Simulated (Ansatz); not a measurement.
## Phonons of zincblende-structured GdP

Level of theory: DFT, PBEsol, scalar-relativistic, collinear spin; plane waves to 420 eV with PAW datasets (Ansatz 0.2.0), Gaussian smearing of 0.05 eV. The datasets are Ansatz's generated set soft_2.

```yaml
crystal:
  lattice:
    - [0.00000, 3.13587, 3.13587]
    - [3.13587, 0.00000, 3.13587]
    - [3.13587, 3.13587, 0.00000]
  atoms:
    - { symbol: Gd, position: [0.00000, 0.00000, 0.00000] }
    - { symbol: P, position: [0.25000, 0.25000, 0.25000] }
```

This is a trial structure: such lanthanide and actinide compounds mostly take the rock-salt structure.

Moments typed, the run going on from the state of an earlier one (μB, in the order of the atoms): 7.6, 0.0.

The spin moment ends at 7.00 μB for each cell as shown.

Force constants come from finite displacements in a 2×2×2 supercell (the unit cell's 6×6×6 k-mesh, folded to it); the long-range dipole term is included. Points in reciprocal vectors of this cell: Γ = (0.000, 0.000, 0.000), X = (-0.500, -0.500, 0.000), U = (-0.375, -0.375, 0.250), K = (-0.375, 0.000, 0.375), L = (0.000, 0.000, 0.500), W = (-0.500, -0.250, 0.250).

Is the structure dynamically stable along this path, and where does the spectrum end?

Yes: no branch is imaginary beyond numerical noise. The highest frequency is 318 cm⁻¹, at Γ. Points that don't fit the supercell are interpolated.

Frequencies at the named points (cm⁻¹, imaginary ones negative):
```tsv
point	ω (cm⁻¹)
Γ	0 0 0 259 259 318
X	57 57 137 238 238 281
U	50 82 126 241 248 270
K	50 82 126 241 248 270
L	29 29 128 250 250 282
W	70 74 124 243 250 265
```

What does the harmonic approximation give for the vibrational free energy, entropy and heat capacity?

Zero-point energy 30.8 meV/atom.
| T (K) | F_vib (meV/atom) | S (J/K per mole of atoms) | C_V (J/K per mole of atoms) |
| --- | --- | --- | --- |
| 100 | 23.1 | 16.0 | 15.6 |
| 200 | -0.6 | 29.0 | 21.5 |
| 300 | -35.7 | 38.2 | 23.3 |
| 400 | -79.0 | 45.0 | 24.0 |
| 500 | -128.5 | 50.4 | 24.3 |
| 600 | -183.0 | 54.8 | 24.5 |
| 700 | -241.9 | 58.6 | 24.6 |
| 800 | -304.3 | 61.9 | 24.7 |
| 900 | -370.0 | 64.8 | 24.7 |
| 1000 | -438.6 | 67.4 | 24.8 |

The highest mode, 318 cm⁻¹, is worth 460 K. At 300 K the heat capacity has reached 93 % of the classical limit 3R = 24.9 J/K per mole of atoms: a mode at k_BT already holds 92 % of its classical share, and one at 1.5 k_BT 83 %.

Cost: 2.2 min on 4 threads of Arm Neoverse V1 (shared host), peak memory 2.2 GiB.

No spin–orbit coupling, a notable omission for heavy elements. Site moments are of spin, integrated over atomic spheres. No antiparallel order was tried.
